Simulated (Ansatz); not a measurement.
The guess for ScAs4 was made by a generator: random cell by space group and Wyckoff sites (Cmmm, No. 65). The dimensions are guesses.

```cif
data_structure
_symmetry_space_group_name_H-M 'P 1'
_symmetry_Int_Tables_number 1
_cell_length_a 4.2051
_cell_length_b 4.2051
_cell_length_c 8.4255
_cell_angle_alpha 90.000
_cell_angle_beta 90.000
_cell_angle_gamma 111.316
_cell_volume 138.80
loop_
_atom_site_label
_atom_site_type_symbol
_atom_site_fract_x
_atom_site_fract_y
_atom_site_fract_z
_atom_site_occupancy
Sc1 Sc 0.00000 0.00000 0.00000 1
As1 As 0.50000 0.50000 0.71303 1
As2 As 0.50000 0.50000 0.28697 1
As3 As 0.29570 0.70430 0.50000 1
As4 As 0.70430 0.29570 0.50000 1
```

The calculation used Ansatz, DFT PBE, scalar-relativistic, plane waves, PAW. Cutoff 420 eV, Gaussian smearing, Γ-centred meshes. Cell and atoms relax first on a coarse mesh and then on a finer one. In between, the cell is made exact in the group found at 0.06 Å. In metals the finer mesh still leaves noise of several meV/atom or more. The steps can't lower the symmetry of their start. No spin polarisation in the relaxation; trial moments died out in a coarse test.

A guess keeps its type if space group and coordination stay and the shape of the cell changes little (axis ratios within about 15 %, angles within 6°); the volume may change.

Question: Does it keep its structure type, or change into something else?

Answer: It doesn't keep its type. The symmetry stays Cmmm (No. 65). The volume per atom shrinks by 22.1 %, from 27.8 to 21.6 Å³. The shortest distance goes from 2.29 Å (As–As) to 2.43 Å (As–As). Counting neighbours within 15 % of an atom's shortest distance, the start has As 2/4, Sc 4 and the end As 3/5, Sc 8. In detail, at the end Sc has 8 As at 2.91–2.97 Å; As on a site of symmetry mm2 is surrounded by 1 As at 2.57 Å, 2 As at 2.85 Å and 4 Sc at 2.91–2.97 Å; As on a site of symmetry m2m has 1 As at 2.43 Å, 2 As at 2.62 Å and 3 As at 2.85–2.93 Å.

Space group Cmmm (No. 65). a = 5.221 Å, b = 5.364 Å, c = 7.724 Å, α = 90.00°, β = 90.00°, γ = 90.00°
```csv
atom,site,symmetry,x,y,z
Sc,2a,mmm,0.0000,0.0000,0.0000
As,4l,mm2,0.5000,0.0000,0.8336
As,4j,m2m,0.5000,0.2265,0.5000
```

Formation energies are uncorrected and refer to the elements' standard structures at the same level.

Question: At what energy does it end?

Answer: −0.21 eV/atom.

The last run used a 10×10×6 mesh (in the run's order of axes) for its 5-atom cell and Gaussian smearing of 0.10 eV. The reference form of As is held partly by dispersion forces, which this level lacks. Symmetry constrained the relaxation, so the result can be a saddle point. Another cell of ScAs4 relaxed alike, in I4/m, lies 116 meV/atom lower, so this cell isn't the stable form at this level.

In counts of neighbours, a slash parts the counts of unlike sites.
